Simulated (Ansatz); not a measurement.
Given:

Relaxed TaRu (space group P4/mmm):

```xyz
2
Lattice="3.0035 0.0000 0.0000 0.0000 3.0035 0.0000 0.0000 0.0000 3.3643" Properties=species:S:1:pos:R:3 pbc="T T T"
Ta     1.5017     1.5017     1.6821
Ru     0.0000     0.0000     0.0000
```

A phonon eigenvector at Γ is frozen into this cell: atom i moves by Q times the vector below, so Q is the largest atomic displacement, in Å. The cell is held. It is one choice among 2 degenerate patterns.

```
atom      x       y      z
----  -----  ------  -----
Ta1   0.000   0.559  0.000
Ru2   0.000  -1.000  0.000
```

Calculation: LDA (plane waves to 420 eV, PAW, scalar-relativistic; Ansatz, an electronic-structure program). k mesh 15×15×14 (Γ-centred), Fermi-Dirac smearing 0.05 eV. The energy includes the smearing's −TS. With partly filled bands, energies and forces of such displacements shift with the k mesh and the smearing. Spin-orbit coupling is left out, though Ta is heavy. TaRu is run without spin polarisation. TaRu was relaxed with its symmetry unable to fall. The zero of ΔE is the undisplaced structure.

The scan covers Q from -0.100 to 0.100 Å in 13 points.

### Question
Which space group does the distorted structure have?

### Answer
Pmm2 (No. 25), lowered from P4/mmm.

### Question
Is the energy the same for equal positive and negative displacements?

### Answer
Even: the same for both signs.

### Question
What is the energy change at Q = 0.100 Å?

### Answer
68 meV/cell.

### Question
What harmonic wavenumber does the curvature at Q = 0 give?

### Answer
154 cm⁻¹.

(For displaced atoms, the force is minus the slope of the energy, and its curvature is a force constant, which sets phonon frequencies.)
